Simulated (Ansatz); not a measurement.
An Ansatz (a first-principles code) input:

Ansatz 0.2 input:
```yaml
crystal:
  lattice:
    - [0.0, 4.6581670144, 4.6581670144]
    - [4.6581670144, 0.0, 4.6581670144]
    - [4.6581670144, 4.6581670144, 0.0]
  atoms:
    - { symbol: Rb, position: [0.75, 0.75, 0.75] }
    - { symbol: Rb, position: [0.25, 0.25, 0.25] }
    - { symbol: Rb, position: [0.5, 0.5, 0.5] }
    - { symbol: As, position: [0.0, 0.0, 0.0] }
    - { symbol: F, position: [0.7802456332, 0.2197543668, 0.2197543668] }
    - { symbol: F, position: [0.2197543668, 0.7802456332, 0.7802456332] }
    - { symbol: F, position: [0.2197543668, 0.7802456332, 0.2197543668] }
    - { symbol: F, position: [0.7802456332, 0.2197543668, 0.7802456332] }
    - { symbol: F, position: [0.2197543668, 0.2197543668, 0.7802456332] }
    - { symbol: F, position: [0.7802456332, 0.7802456332, 0.2197543668] }
kpoints:
  mp_grid: { grid: [5, 5, 5] }
hamiltonian:
  xc: r2scan
  pseudopotentials: { kind: paw }
scf:
  occupations: { method: fixed }
output:
  optics: { e_range: [0.0, 15.0], de: 0.05, sigma: 0.1, bands: { spectra_wanted_up_to: 12 eV } }
```

Q: How many symmetry operations and irreducible k-points will the run report?

A: 48 operations, 10 of 125 k-points.

Q: With a cutoff of 500 eV, how many plane waves at Γ?

A: 5065.

It took very roughly 4 core-minutes on shared server cores.

Space group Fm-3m. The first step of the workflow began from a Materials Project structure, measured or hypothetical; the Crystallography Open Database copy checked does not list it. Its standing as an ambient phase is unchecked. Symmetry was held in the r²SCAN relaxation; its stability against distortions is not shown here. Scalar-relativistic: spin–orbit coupling is off unless named, which matters more the heavier the elements.

Potentials: the later of the program's two PAW sets.

Ansatz is a plane-wave DFT program.
